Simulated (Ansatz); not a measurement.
**MnPt, single point**

System: MnPt, an experimental structure (space group P4/mmm, primitive cell doubled); the cell holds 4 atoms. Source: COD entry 1522760, which need not be the ambient phase.

All numbers below come from Ansatz development build ahead of 0.2.0, DFT, PBEsol, PAW, plane waves, scalar-relativistic.

Input:

```yaml
crystal:
  lattice:
    - [0.0, 2.827, 3.669]
    - [2.827, 0.0, 3.669]
    - [2.827, 2.827, 0.0]
  atoms:
    - { symbol: Mn, position: [0.0, 0.0, 0.0] }
    - { symbol: Mn, position: [0.5, 0.5, 0.5], spin: 4.5 }
    - { symbol: Pt, position: [0.25, 0.25, 0.25] }
    - { symbol: Pt, position: [0.75, 0.75, 0.75] }
magnetization:
  spin_polarized: true
hamiltonian:
  xc: pbesol
  pseudopotentials: { kind: paw }
basis:
  ecutwfc: 420
kpoints:
  mp_grid: { grid: [8, 8, 8] }
scf:
  occupations: { method: fermi_dirac, width: 0.05 }
  lower_state_search: "off"
output:
  forces: true
  stress: true
```

Output (shortened):

```
Pseudopotentials: kind: paw
Pseudopotential: Mn, paw, valence charge 15, recommended cutoff 420 eV (normal), Mn.paw.azcp
Pseudopotential: Pt, paw, valence charge 18, recommended cutoff 420 eV (normal), Pt.paw.azcp
Functional definition: PBEsol
Crystal: 4 atoms, lattice volume = 58.645 Å³
Basis set: ecut = 420 eV, 1129 PW (Γ), exchange–correlation on 64×64×54 points (8 copies of the dense FFT grid, shifted against one another)
Bands: 43, of which v1, the nominal top of the filled ones, is band 33 counted from 1 (32 counted from 0)
Symmetry: 16 space group operations
Space group: I4/mmm (ITA 139), of the structure as read, at distance tolerance 3.9e-5 Å
Magnetic group: BNS 139.531 (UNI 1191), of the structure as read, at distance tolerance 3.9e-5 Å
k-points: 59 of 512
Non-local potential: Mn, projectors of the file, l = 0: 3, l = 1: 2, l = 2: 3, l = 3: 1
Non-local potential: Pt, projectors of the file, l = 0: 3, l = 1: 2, l = 2: 2, l = 3: 1
PAW frozen core: Mn, regenerated for the run's functional, and the local potential with it (the file was generated under x = pbe(κ = 0.804, μ = 0.2195149727645171), c = pbe(β = 0.06672455060314922))
PAW frozen core: Pt, regenerated for the run's functional, and the local potential with it (the file was generated under x = pbe(κ = 0.804, μ = 0.2195149727645171), c = pbe(β = 0.06672455060314922))
Initial density: superposition of atomic densities (chi_scale 0.1, normalization cell)
Starting moments: Σ|m| = 4.5 μB on 1 of 4 sites
Initial wavefunctions: pseudopotential atomic-orbital guess
Functional: x = pbesol(κ = 0.804, μ = 0.12345679012345678), c = pbesol(β = 0.046)
SCF iter   1: F=—  HF=-32509.810064 eV  |F-HF|=—  |Δ(HF+E_count)|=         —  Δρ=1.37e-1 (↑1.27e-1 ↓1.37e-1)  dr2=5.97e1  dr2_m=8.30e-1  M=3.295 μB ∫|m|=3.624 μB  β_m=0.30  ethr=3.10e-3  ⟨swp⟩=5.5  Hψ=15781  notcnv=0  defer=20
preconditioner: auto → Kerker (q_TF=auto, 2.783 Å⁻¹)  [metal: Δε(μ)=0.009 eV  Ē_g=6.782 eV  σ=0.050 eV  W_gap=0.05  n_scr=14 (ndim 8)  ℏωp=28.3 eV  f_vac=0.000  D(μ)=5.02/eV (n_scr^D=60)]
spin=Collinear: Kerker preconditioning applied to the charge; magnetization (m = ρ↑ − ρ↓) channel mixes plain (no charge-response kernel on spin).
SCF iter   2: F=—  HF=-32508.263403 eV  |F-HF|=—  |Δ(HF+E_count)|=    1.55e0  Δρ=1.55e-1 (↑1.55e-1 ↓1.41e-1)  dr2=4.85e1  dr2_m=1.38e0  M=2.804 μB ∫|m|=3.803 μB  β_m=0.30  ethr=3.10e-3  ⟨swp⟩=3.0  Hψ=10769  notcnv=0  defer=228
SCF iter   3: F=—  HF=-32505.819463 eV  |F-HF|=—  |Δ(HF+E_count)|=    2.44e0  Δρ=8.66e-2 (↑8.66e-2 ↓5.57e-2)  dr2=9.85e0  dr2_m=1.03e0  M=3.094 μB ∫|m|=4.086 μB  β_m=0.30  ethr=3.10e-3  ⟨swp⟩=3.3  Hψ=10211  notcnv=0  defer=185
SCF iter   4: F=—  HF=-32505.267743 eV  |F-HF|=—  |Δ(HF+E_count)|=   5.52e-1  Δρ=4.78e-2 (↑4.78e-2 ↓3.41e-2)  dr2=7.65e-1  dr2_m=7.20e-1  M=2.989 μB ∫|m|=4.653 μB  β_m=0.30  ethr=3.10e-3  ⟨swp⟩=2.1  Hψ=7350  notcnv=0  defer=249
SCF iter   5: F=—  HF=-32505.244157 eV  |F-HF|=—  |Δ(HF+E_count)|=   2.36e-2  Δρ=4.53e-2 (↑3.20e-2 ↓4.53e-2)  dr2=1.67e-1  dr2_m=7.84e-1  M=2.674 μB ∫|m|=4.968 μB  β_m=0.30  ethr=1.16e-3  ⟨swp⟩=2.0  Hψ=8026  notcnv=0  defer=250
SCF iter   6: F=—  HF=-32505.370128 eV  |F-HF|=—  |Δ(HF+E_count)|=   1.26e-1  Δρ=5.97e-2 (↑5.97e-2 ↓3.66e-2)  dr2=4.36e-1  dr2_m=1.23e0  M=2.124 μB ∫|m|=5.340 μB  β_m=0.30  ethr=2.54e-4  ⟨swp⟩=2.3  Hψ=8141  notcnv=0  defer=238
SCF iter   7: F=—  HF=-32505.512216 eV  |F-HF|=—  |Δ(HF+E_count)|=   1.42e-1  Δρ=6.06e-2 (↑4.47e-2 ↓6.06e-2)  dr2=1.86e-1  dr2_m=1.47e0  M=1.690 μB ∫|m|=5.712 μB  β_m=0.30  ethr=2.54e-4  ⟨swp⟩=2.1  Hψ=7457  notcnv=0  defer=238
SCF iter   8: F=—  HF=-32505.673500 eV  |F-HF|=—  |Δ(HF+E_count)|=   1.61e-1  Δρ=5.47e-2 (↑5.40e-2 ↓5.47e-2)  dr2=9.74e-3  dr2_m=1.58e0  M=1.290 μB ∫|m|=6.083 μB  β_m=0.30  ethr=2.54e-4  ⟨swp⟩=2.2  Hψ=6493  notcnv=0  defer=236
SCF iter   9: F=—  HF=-32505.845599 eV  |F-HF|=—  |Δ(HF+E_count)|=   1.72e-1  Δρ=5.22e-2 (↑5.18e-2 ↓5.22e-2)  dr2=6.55e-3  dr2_m=1.45e0  M=1.010 μB ∫|m|=6.379 μB  β_m=0.30  ethr=1.48e-5  ⟨swp⟩=2.0  Hψ=8207  notcnv=0  defer=238
Mixer restart at iter 9: flushing history
spin-set hold released at iteration 9 (the charge has settled, or the pull on large starting moments outlasts its swing): the magnetisation degrees of freedom join the quasi-Newton model from the next iteration; the mixer history was flushed
SCF iter  10: F=—  HF=-32506.002427 eV  |F-HF|=—  |Δ(HF+E_count)|=   1.57e-1  Δρ=5.02e-2 (↑4.84e-2 ↓5.02e-2)  dr2=1.29e-2  dr2_m=1.30e0  M=0.760 μB ∫|m|=6.652 μB  β_m=0.14  ethr=9.93e-6  ⟨swp⟩=2.0  Hψ=8012  notcnv=0  defer=241
SCF iter  11: F=—  HF=-32506.436028 eV  |F-HF|=—  |Δ(HF+E_count)|=   4.34e-1  Δρ=3.35e-2 (↑3.35e-2 ↓2.33e-2)  dr2=1.86e-1  dr2_m=4.16e-1  M=0.193 μB ∫|m|=7.294 μB  β_m=0.35  ethr=9.93e-6  ⟨swp⟩=2.6  Hψ=10571  notcnv=0  defer=244
SCF iter  12: F=—  HF=-32506.343488 eV  |F-HF|=—  |Δ(HF+E_count)|=   9.25e-2  Δρ=3.97e-2 (↑3.93e-2 ↓3.97e-2)  dr2=5.25e-2  dr2_m=8.26e-1  M=-0.198 μB ∫|m|=7.940 μB  β_m=0.37  ethr=9.93e-6  ⟨swp⟩=3.4  Hψ=11459  notcnv=0  defer=289
SCF iter  13: F=—  HF=-32506.552312 eV  |F-HF|=—  |Δ(HF+E_count)|=   2.09e-1  Δρ=5.24e-3 (↑5.24e-3 ↓4.09e-3)  dr2=1.23e-2  dr2_m=9.84e-3  M=-0.033 μB ∫|m|=7.664 μB  β_m=0.68  ethr=9.93e-6  ⟨swp⟩=2.5  Hψ=10298  notcnv=0  defer=313
SCF iter  14: F=—  HF=-32506.553969 eV  |F-HF|=—  |Δ(HF+E_count)|=   1.66e-3  Δρ=2.63e-3 (↑2.63e-3 ↓1.18e-3)  dr2=8.48e-3  dr2_m=1.05e-3  M=-0.005 μB ∫|m|=7.636 μB  β_m=0.84  ethr=9.93e-6  ⟨swp⟩=2.1  Hψ=8264  notcnv=0  defer=315
SCF iter  15: F=—  HF=-32506.552691 eV  |F-HF|=—  |Δ(HF+E_count)|=   1.28e-3  Δρ=2.47e-3 (↑2.47e-3 ↓2.02e-3)  dr2=2.43e-3  dr2_m=2.38e-3  M=0.010 μB ∫|m|=7.628 μB  β_m=0.72  ethr=9.93e-6  ⟨swp⟩=2.3  Hψ=6637  notcnv=0  defer=315
SCF iter  16: F=—  HF=-32506.552015 eV  |F-HF|=—  |Δ(HF+E_count)|=   6.76e-4  Δρ=3.04e-3 (↑2.56e-3 ↓3.04e-3)  dr2=5.07e-4  dr2_m=4.11e-3  M=0.015 μB ∫|m|=7.620 μB  β_m=0.71  ethr=3.68e-6  ⟨swp⟩=1.4  Hψ=5076  notcnv=0  defer=315
SCF iter  17: F=—  HF=-32506.552929 eV  |F-HF|=—  |Δ(HF+E_count)|=   9.15e-4  Δρ=1.10e-3 (↑1.10e-3 ↓1.06e-3)  dr2=7.92e-5  dr2_m=6.14e-4  M=0.006 μB ∫|m|=7.635 μB  β_m=0.81  ethr=7.68e-7  ⟨swp⟩=2.0  Hψ=7191  notcnv=0  defer=315
SCF iter  18: F=—  HF=-32506.553095 eV  |F-HF|=—  |Δ(HF+E_count)|=   1.66e-4  Δρ=1.40e-4 (↑1.31e-4 ↓1.40e-4)  dr2=4.83e-6  dr2_m=8.71e-6  M=0.001 μB ∫|m|=7.643 μB  β_m=0.85  ethr=1.20e-7  ⟨swp⟩=2.0  Hψ=7301  notcnv=0  defer=315
SCF iter  19: F=—  HF=-32506.553096 eV  |F-HF|=—  |Δ(HF+E_count)|=   7.21e-7  Δρ=3.43e-5 (↑3.43e-5 ↓2.14e-5)  dr2=6.97e-7  dr2_m=3.17e-7  M=-0.000 μB ∫|m|=7.645 μB  β_m=0.87  ethr=7.31e-9  ⟨swp⟩=2.0  Hψ=7595  notcnv=0  defer=315
SCF iter  20: F=—  HF=-32506.553096 eV  |F-HF|=—  |Δ(HF+E_count)|=   9.31e-9  Δρ=1.52e-5 (↑1.52e-5 ↓5.42e-6)  dr2=2.51e-7  dr2_m=2.50e-8  M=-0.000 μB ∫|m|=7.644 μB  β_m=0.93  ethr=1.06e-9  ⟨swp⟩=1.8  Hψ=6255  notcnv=0  defer=315
SCF iter  21: F=-32506.553096 eV  HF=-32506.553096 eV  |F-HF|=7.61e-9  |Δ(HF+E_count)|=   1.53e-8  Δρ=2.13e-6 (↑2.01e-6 ↓2.13e-6)  dr2=8.18e-9  dr2_m=5.89e-10  M=-0.000 μB ∫|m|=7.644 μB  ethr=1.52e-10  ⟨swp⟩=3.1  Hψ=13243  notcnv=0
WARN: the net moment that the starting moments add up to was not kept: the SCF closed with a net magnetisation of 5.5e-7 μB in size, at most 0.1 of the 4.5 μB that the starting moments add up to as vectors. Its absolute magnetisation is 7.7e0 μB, where they sum to 4.5 μB in size (1 site): that figure counts also what cancels out within the cell. The system's net moment may be that small; this SCF shows only that its start led to no larger one. [...]
SCF 1 converged in 21 iterations: F = -32506.553096 eV  dr2 = 8.18e-9
  greatest PAW one-centre occupation: 1.002 electrons in one spin orbital (limit 2), on the Mn atom at site 1 (counted from 0), in its partial waves of l = 1
SCF converged after 21 iterations
Magnetization: -0.0000 μB (33.0000 up, 33.0000 down)
Absolute magnetization: 7.6621 μB (∫|ρ↑−ρ↓|, with the PAW one-centre terms)
Spin contamination: 3.9320 ħ² per cell (⟨S²⟩ above its minimum at these occupations)
Per-site moments (μB) at R_I (Å): [(-3.6108, 1.1191), (3.6108, 1.1191), (-1.7483e-6, 1.1191), (-1.7483e-6, 1.1191)]
Free energy (F): -32506.553096 eV
Harris-Foulkes:  -32506.553096 eV  (|F-HF|=7.61e-9)
Internal energy: -32506.539747 eV  (E = F + TS)
E sigma→0 (E₀):  -32506.546422 eV
Entropy (-TS):   -0.013348 eV (-3.337 meV/atom)
Fermi energy:    19.150167 eV
--- Per-component energies (eV) ---
  E_band       = -753.273428
  E_kinetic    = 1877.719909
  E_local      = -6685.890768  (includes V_loc(G=0)·N_el)
  E_nonlocal   = 899.168271
  E_hartree    = 2616.524490
  E_xc         = -744.876525
  E_vxc        = -892.891283  (∫ρ·V_xc dr)
  E_paw        = -21178.094019  (= ΣΔE_a)
  E_vpaw       = -1184.432182  (= ΣTr[D̂ρ^β])
  E_aug_tail   = 0.000345  (compensation charges beyond the density's cutoff)
  E_ewald      = -9292.004714
  E_core_change = 0.913263  (= ΣΔE_core)
  E_smearing   = -0.013348  (= −TS)
  E_closure    = 0.000000  (closes the sum)
  Σ components = -32506.553096   (vs F -32506.553096, Δ=0.00e0)
--- Forces (eV/Å), atoms counted from 1 ---
  atom   1  Mn     0.00000000     0.00000000     0.00000000
  atom   2  Mn     0.00000000     0.00000000     0.00000000
  atom   3  Pt     0.00000000     0.00000000     0.00000000
  atom   4  Pt     0.00000000     0.00000000     0.00000000
  max |Σ_I F_I| component: 3.31e-24 eV/Å
--- Stress (GPa, compression-positive) ---
       -9.631268       0.000000       0.000000
        0.000000      -9.631268       0.000000
        0.000000       0.000000      -6.693926
  P = ⅓ Tr σ = -8.6522 GPa (-86.522 kbar)
```

Among 11 converged runs of this cell from various starts and settings, this end is the lowest found.

The log names the space group I4/mmm, not the crystal's P4/mmm, as the starting moments make like atoms unequal.

The program warns that the starting moments weren't kept.

The run took 14 s on 2 threads of Arm Neoverse V2, with other jobs on the host, peak memory 0.49 GiB.
